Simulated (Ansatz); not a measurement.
Y$_{2}$Ge in space group P6_3/mmc (No. 194; Ge on 2c, Y on 2a, Y on 2d) under volume change, PBE in the plane-wave PAW code Ansatz, shape and atoms relaxed at each volume.

```csv
V (Å³/atom),E − E(relaxed) (meV/atom),P (GPa)
22.398,45.2,7.09
23.136,19.0,4.34
23.874,4.5,2.01
24.613,0.0,0.00
25.351,4.2,-1.76
26.090,15.8,-3.27
26.828,33.9,-4.55
```

Problem. What does a third-order Birch–Murnaghan fit give for V₀, B₀ and B′?

Solution. V₀ = 24.61 Å³/atom, B₀ = 62.5 GPa, B′ = 4.0.

The cell is a constructed one: a structure type filled with these elements; neither database checked (COD, Materials Project) lists it. Whether it is the stable phase at ambient conditions was not checked. The PBE relaxation kept the symmetry of its start; its stability against distortions is not shown here. No spin polarisation was allowed.

Potentials: the later of the program's two PAW sets.
